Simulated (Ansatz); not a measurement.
Data:

LaAlHO₂:
```
CELL_PARAMETERS angstrom
      3.77434     0.00000     0.00000
      0.00000     3.77434     0.00000
      0.00000     0.00000     3.89515
ATOMIC_POSITIONS crystal
  La 0.50000 0.50000 0.50000
  Al 0.00000 0.00000 0.00000
  O  0.50000 0.00000 0.00000
  O  0.00000 0.50000 0.00000
  H  0.00000 0.00000 0.50000
```

This is the r²SCAN-relaxed structure.

Problem. All from the program Ansatz at the r²SCAN level (PAW), unless another level is named. Give the electronic character.

Solution. metallic (no gap).

Problem. Predict the formation energy from the elements (no fitted shifts).

Solution. -2209 meV/atom.

Problem. What about the density of states at the Fermi level?

Solution. 0.51 states/eV per atom (mean over ±0.08 eV).

Problem. Next, the gap with spin–orbit coupling?

Solution. none (metallic).

Space group P4/mmm. The start of the workflow was typed in or built on a structure type; neither database checked (COD, Materials Project) lists it. Its standing as an ambient phase is unchecked. The cell was relaxed with r²SCAN under the symmetry of its start; whether a distortion lowers the energy is not shown. With an odd number of electrons in the cell and no spin polarisation, the count alone makes it a metal. The references are the lowest solids computed at this level, not always the standard phases (solids in place of the gases). Scalar-relativistic: spin–orbit coupling is off unless named, which matters more the heavier the elements.

Potentials: the earlier of the program's two PAW sets.
